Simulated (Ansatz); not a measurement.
Sc$_{2}$Al:
```xyz
3
Lattice="-1.5839 1.5839 6.3720 1.5839 -1.5839 6.3720 1.5839 1.5839 -6.3720" Properties=species:S:1:pos:R:3 pbc="T T T"
Al     0.0000     0.0000     0.0000
Sc     0.0000     0.0000     4.4047
Sc     0.0000     0.0000     8.3393
```

Relaxed with PBE. Special points in fractions of this cell's reciprocal vectors: Γ (0.000, 0.000, 0.000); X (0.000, 0.000, 0.500); P (0.250, 0.250, 0.250); N (0.000, 0.500, 0.000); M (0.500, 0.500, -0.500); S (0.265, 0.735, -0.265); S0 (-0.265, 0.265, 0.265); R (-0.031, 0.031, 0.500); G (0.500, 0.500, -0.031).

Q: List the band energies nearest the Fermi level at these points for plane-wave PAW PBE (Ansatz code).

A: In eV from the Fermi level; about four levels below and three above (degenerate sets whole), none deeper than 8.9 eV; points with the same levels are listed once.

```csv
k,below,above
Γ,-7.55 -3.22 -2.63 -0.14,0.46 1.50 1.73
X,-1.74 -1.60 -1.54 -0.03,0.61 0.95 1.60
P,-2.65 -1.65 -1.65 -1.63,0.34 0.34 0.82
N,-3.41 -1.29 -0.88 -0.40,0.70 0.83 1.96
M,-7.26 -4.72 -1.12 -0.31,0.71 0.93 1.84 1.84
S,-3.27 -1.58 -0.75 -0.30,0.66 0.83 1.95
R,-1.72 -1.59 -1.58 -0.04,0.73 0.94 1.61
```

Space group I4/mmm (MoSi2 or CaC2 type). A made-up cell: these elements were put on the sites of a structure type; neither database checked (COD, Materials Project) lists it. Its standing as an ambient phase is unchecked. The PBE relaxation kept the symmetry of its start; its stability against distortions is not shown here. The run is not spin-polarised.

Potentials: the earlier of the program's two PAW sets.
